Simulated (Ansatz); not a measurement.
RbBr:
```yaml
crystal:
  lattice:
    - [0.00000, 3.46297, 3.46297]
    - [3.46297, 0.00000, 3.46297]
    - [3.46297, 3.46297, 0.00000]
  atoms:
    - { symbol: Rb, position: [0.00000, 0.00000, 0.00000] }
    - { symbol: Br, position: [0.50000, 0.50000, 0.50000] }
```

Relaxed with r²SCAN.

Question: Map the electron localisation function on the plane through (0.000, 0.000, 0.000) spanned by u = [1, 0, 0] and v = [0, 1, -1] in lattice vectors, from r²SCAN in the plane-wave PAW code Ansatz.

Answer: x is the fraction of u, y of v (the angle between them is 90°; rows are the nearest grid lines); atoms in the plane: Rb at (0.00, 0.00), Br at (0.50, 0.50).
```
|0069997300000000037999600|
|0279997200000000027999720|
|6799985100000000015899976|
|9999972000133310002799999|
|9999730002466642000379999|
|9987300025788875200037899|
|7752000268899988620002577|
|3210002689999999862000123|
|0000026899999999986200000|
|0000258999987899998520000|
|0001478999621269998741000|
|0003689998200028999863000|
|0003689998200028999863000|
|0001478999621269998741000|
|0000258999987899998520000|
|0000026899999999986200000|
|3210002689999999862000123|
|7752000268899988620002577|
|9987300025788875200037899|
|9999730002466642000379999|
|9999972000133310002799999|
|6799985100000000015899976|
|0279997200000000027999720|
|0069997300000000037999600|
```
Scale: ten equal steps from 0.004 (start of '0') to 0.884 (end of '9'), in the order '0123456789'; x runs from 0.000 to 1.00, y from 0.000 (bottom) to 1.00 (top).

The density is the valence pseudo-density with augmentation charge, so density and ELF within about 1 Å of a nucleus are not all-electron values.

Space group Fm-3m (rock salt). The r²SCAN relaxation kept the symmetry of its start; phonons on a q-mesh show no instability.

Potentials: the later of the program's two PAW sets.
